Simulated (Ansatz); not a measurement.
Crystals of one structure type (rock salt), relaxed and computed with the program Ansatz at the PBE level (PAW).

```
crystal  a (Å)  gap (eV)  K_Hill (GPa)  G_Hill (GPa)    ε0  B₀ by P(V) fit (GPa)
-------  -----  --------  ------------  ------------  ----  --------------------
LiH      4.007      2.98          36.4          42.7  14.9                  36.4
LiF      4.068      8.83          67.4          46.2  11.1                  67.2
LiCl     5.150      6.26          31.8          20.3  15.5                  31.8
LiBr     5.511      4.91          25.8          16.0  17.7                  25.7
```

All cells were relaxed under the symmetry of their starts (and spin orders); stability against distortions was not tested throughout. Scalar-relativistic: spin–orbit coupling is off unless named, which matters more the heavier the elements.

Potentials: the later of the program's two PAW sets.
